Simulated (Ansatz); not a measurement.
Relaxed CdS (wurtzite):

```xyz
4
Lattice="4.1962 0.0000 0.0000 -2.0981 3.6340 0.0000 0.0000 0.0000 6.8295" Properties=species:S:1:pos:R:3 pbc="T T T"
Cd     0.0000     2.4227     6.8238
Cd     2.0981     1.2113     3.4091
S      0.0000     2.4227     2.5654
S      2.0981     1.2113     5.9802
```

Two-dimensional scan of atom 2 (Cd, nearest neighbour S at 2.565 Å; its periodic images, 4.2 Å or more away, move with it): u runs along (1.000, 0.000, 0.000), v along (0.000, 0.000, 1.000) (Cartesian). Cell and other atoms are fixed.

Calculation: PBE (plane waves to 420 eV, PAW, scalar-relativistic; Ansatz, a quantum-chemistry and plane-wave program). k mesh 7×7×4 (Γ-centred), Fermi-Dirac smearing 0.05 eV. Compression counts positive. CdS was relaxed with its symmetry unable to fall.

Changes of P (GPa) from the point u = 0.000 Å, v = 0.000 Å when one coordinate moves alone (two changes are said to add if the coupling is within 5 % of the smaller one, nearly so within 20 %):

```csv
point,change
"u = 0.000 Å, v = -0.640 Å",1.94
"u = 0.000 Å, v = -0.320 Å",0.75
"u = -0.640 Å, v = 0.000 Å",5.12
"u = -0.320 Å, v = 0.000 Å",1.15
"u = 0.320 Å, v = 0.000 Å",1.15
"u = 0.640 Å, v = 0.000 Å",5.12
"u = 0.000 Å, v = 0.320 Å",1.55
"u = 0.000 Å, v = 0.640 Å",9.41
```

Q: What is the change at u = -0.640 Å, v = 0.640 Å, where both move, and how far is it from the sum?

A: The sum of the single changes is 5.12 + (9.41) = 14.53; the calculation gives 7.23, so the coupling contributes -7.30 (over 20 % of the smaller single change, not additive).

Q: What is the change at u = 0.320 Å, v = 0.640 Å, where both move, and how far is it from the sum?

A: The sum of the single changes is 1.15 + (9.41) = 10.56; the calculation gives 8.71, so the coupling contributes -1.85 (over 20 % of the smaller single change, not additive).

(For displaced atoms, the force is minus the slope of the energy, and its curvature is a force constant, which sets phonon frequencies.)
